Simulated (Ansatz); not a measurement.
Relaxation of a generated trial cell of AlNi in the AFLOW prototype AB_oF8_69_a_b (B24, as in TlF); 2 atoms in the cell, which starts as Fmmm (No. 69), oF8; a = 4.307 Å, b = 4.569 Å, c = 5.056 Å, α = β = γ = 90.00°. Calculation: PBE (plane waves to 420 eV, PAW, scalar-relativistic; Ansatz, a first-principles code). Γ-centred k-mesh 12×12×12 on the run's cell (coarser than for final values), Fermi–Dirac smearing 0.05 eV. This is the first round of the run. Spin-polarised start, with parallel moments on Ni.

The optimiser's lines from the output (shortened; P is positive under compression):

```
relax step   1: F+E_penalty+E_count = -6376.76029100 eV  Δ(F+E_penalty+E_count) = +0.000e0 eV  max|allowed force component| = 5.319e-28 eV/Å  Δτ_max = 0.0000 Å  P = +26.884 GPa  Ω = 24.875 Å³  (13 SCF iters, dr2 threshold 1.00e-7 eV, accepted)
relax step   2: F+E_penalty+E_count = -6377.09672429 eV  Δ(F+E_penalty+E_count) = -3.364e-1 eV  max|allowed force component| = 7.889e-31 eV/Å  Δτ_max = 0.0000 Å  P = +11.685 GPa  Ω = 26.744 Å³  (11 SCF iters, dr2 threshold 2.00e-7 eV, accepted)
relax step   3: F+E_penalty+E_count = -6377.25320192 eV  Δ(F+E_penalty+E_count) = -1.565e-1 eV  max|allowed force component| = 5.340e-28 eV/Å  Δτ_max = 0.0000 Å  P = +2.720 GPa  Ω = 28.072 Å³  (10 SCF iters, dr2 threshold 2.00e-7 eV, accepted)
relax step   4: F+E_penalty+E_count = -6377.28212262 eV  Δ(F+E_penalty+E_count) = -2.892e-2 eV  max|allowed force component| = 5.088e-29 eV/Å  Δτ_max = 0.0000 Å  P = -0.409 GPa  Ω = 28.584 Å³  (10 SCF iters, dr2 threshold 2.00e-7 eV, accepted)
relax step   5: F+E_penalty+E_count = -6377.28249793 eV  Δ(F+E_penalty+E_count) = -3.753e-4 eV  max|allowed force component| = 5.088e-29 eV/Å  Δτ_max = 0.0000 Å  P = -0.001 GPa  Ω = 28.496 Å³  (8 SCF iters, dr2 threshold 2.00e-7 eV, accepted)
relax step   6: F+E_penalty+E_count = -6377.29090571 eV  Δ(F+E_penalty+E_count) = -8.408e-3 eV  max|allowed force component| = 8.875e-29 eV/Å  Δτ_max = 0.0000 Å  P = +0.599 GPa  Ω = 28.496 Å³  stress off target by 1.26e0 GPa  SCF on the basis re-selected at this cell (its energy is not comparable with the rows above)  (11 SCF iters)
relax step   7: F+E_penalty+E_count = -6377.29147936 eV  Δ(F+E_penalty+E_count) = -5.736e-4 eV  max|allowed force component| = 5.108e-29 eV/Å  Δτ_max = 0.0000 Å  P = +0.052 GPa  Ω = 28.635 Å³  (8 SCF iters, dr2 threshold 2.00e-7 eV, accepted)
relax step   8: F+E_penalty+E_count = -6377.29148494 eV  Δ(F+E_penalty+E_count) = -5.579e-6 eV  max|allowed force component| = 2.524e-29 eV/Å  Δτ_max = 0.0000 Å  P = +0.002 GPa  Ω = 28.648 Å³  (6 SCF iters, dr2 threshold 5.60e-8 eV, accepted)
relax step   9: F+E_penalty+E_count = -6377.29152777 eV  Δ(F+E_penalty+E_count) = -4.283e-5 eV  max|allowed force component| = 7.573e-29 eV/Å  Δτ_max = 0.0000 Å  P = -0.001 GPa  Ω = 28.648 Å³  stress off target by 7.41e-3 GPa  SCF on the basis re-selected at this cell (its energy is not comparable with the rows above)  (8 SCF iters)
```

From the first to the last row the energy changes by -0.27 eV/atom and the volume by +15.2 %. The last row is marked as not comparable with the walk above it, whose basis was carried along; it does compare with step 1, since both stand on a basis selected at the nominal cutoff for their own cell.

Later rounds, restarted from the end of this one on a renewed k-mesh, logged 2 more steps and released under 0.01 eV/atom more. The final structure after all rounds: Fm-3m (No. 225), cF8, rock salt type; a = 4.857 Å, b = 4.857 Å, c = 4.857 Å, α = 90.00°, β = 90.00°, γ = 90.00°. Between re-selections the logged energies stand on a plane-wave basis carried along with the cell. No spin polarisation in the result: the starting moments vanished. A magnetic state may lie lower.

The run could not lose the symmetry of its start: the end is stationary, and may be a saddle point rather than a minimum.

All atoms sit on sites fixed by symmetry, so only the cell could relax.

The relaxed structure here is a generated cell of AlNi: the first start was made by placing the elements on the sites of a structure type, and the end was not matched to a known phase here, so it may be hypothetical. Known forms of AlNi include space group No. 221.
